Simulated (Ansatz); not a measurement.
A relaxed cell of Mg₅CdO₆ is given with its symmetry left out. The cell was found from a structure generator's guess, not taken from experiment.

Theory: DFT PBE, scalar-relativistic, plane waves, PAW (Ansatz). Cutoff 420 eV, Γ-centred mesh, Gaussian smearing, no spin polarisation.

```yaml
crystal:
  lattice:
    - [3.09663, 0.00000, 0.00000]
    - [0.00000, 3.09663, 0.00000]
    - [0.00000, 0.00000, 13.12088]
  atoms:
    - { symbol: Mg, position: [0.00000, 0.00000, 0.00000] }
    - { symbol: Mg, position: [0.50000, 0.50000, 0.15876] }
    - { symbol: Mg, position: [0.00000, 0.00000, 0.32003] }
    - { symbol: Mg, position: [0.00000, 0.00000, 0.67997] }
    - { symbol: Mg, position: [0.50000, 0.50000, 0.84123] }
    - { symbol: Cd, position: [0.50000, 0.50000, 0.50000] }
    - { symbol: O, position: [0.00000, 0.00000, 0.15937] }
    - { symbol: O, position: [0.50000, 0.50000, 0.31718] }
    - { symbol: O, position: [0.00000, 0.00000, 0.50000] }
    - { symbol: O, position: [0.50000, 0.50000, 0.68282] }
    - { symbol: O, position: [0.00000, 0.00000, 0.84063] }
    - { symbol: O, position: [0.50000, 0.50000, 0.00000] }
```

Energies over the elements count from the elements' standard structures at the same level (O₂ as a molecule), with no fitted energy shifts.

**Question.** What space group does it have?

**Answer.** P4/mmm (No. 123), with Mg and Cd ordered on rock salt sites. Conventional cell: a = 3.097 Å, c = 13.121 Å. Mg on a site of symmetry 4/mmm is surrounded by 6 O at 2.09–2.19 Å; Mg on a site of symmetry 4mm is surrounded by 6 O at 2.08–2.19 Å; Cd is surrounded by 4 O at 2.19 Å and 2 O at 2.40 Å; around O on a site of symmetry 4mm lie 6 Mg at 2.09–2.19 Å; 4 more sites not described.

**Question.** What is its formation energy per atom?

**Answer.** −2.339 eV/atom. Whether it is stable depends on the other phases of the system, which aren't compared here.

**Question.** Is it a metal?

**Answer.** No, the gap on the 10×10×2 mesh is 1.41 eV.

The last run used a 10×10×2 mesh (in the run's order of axes) for its 12-atom cell and Gaussian smearing of 0.02 eV. Kohn–Sham gaps at this level usually fall short of measured ones. A later test with randomly moved atoms came back to the same energy, though modes that don't fit the test's cell weren't probed.
